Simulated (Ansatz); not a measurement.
GeRh (CsCl type, space group No. 221) at seven volumes, PBE (plane waves, PAW; program Ansatz), scaled uniformly. One row is withheld.

| V (Å³/atom) | P (GPa) |
|---|---|
| 13.247 | 21.06 |
| 13.684 | 12.60 |
| 14.120 | 5.69 |
| 14.557 | 0.00 |
| 14.994 | -4.80 |
| 15.431 | ? |
| 15.867 | -11.78 |

Task: Fit the shown pressures and predict the withheld one.

Result: P = (3/2)B₀(x^(7/2) − x^(5/2))[1 + (3/4)(B′ − 4)(x − 1)] with x = (V₀/V)^(2/3). Least squares on the six rows gives V₀ = 14.553 Å³/atom, B₀ = 173 GPa, B′ = 5.49. At V = 15.431, x = 0.9617 and P = -8.63 GPa. The run itself gave -8.58 GPa.

Space group Pm-3m (CsCl type). The cell is a constructed one: a structure type filled with these elements; neither database checked (COD, Materials Project) lists it. COD files the formula under space group No. 62, so this cell is another polymorph or a model. Its standing as an ambient phase is unchecked. Symmetry was held in the PBE relaxation; whether a distortion lowers the energy is not shown. The run is not spin-polarised.

Potentials: the later of the program's two PAW sets.
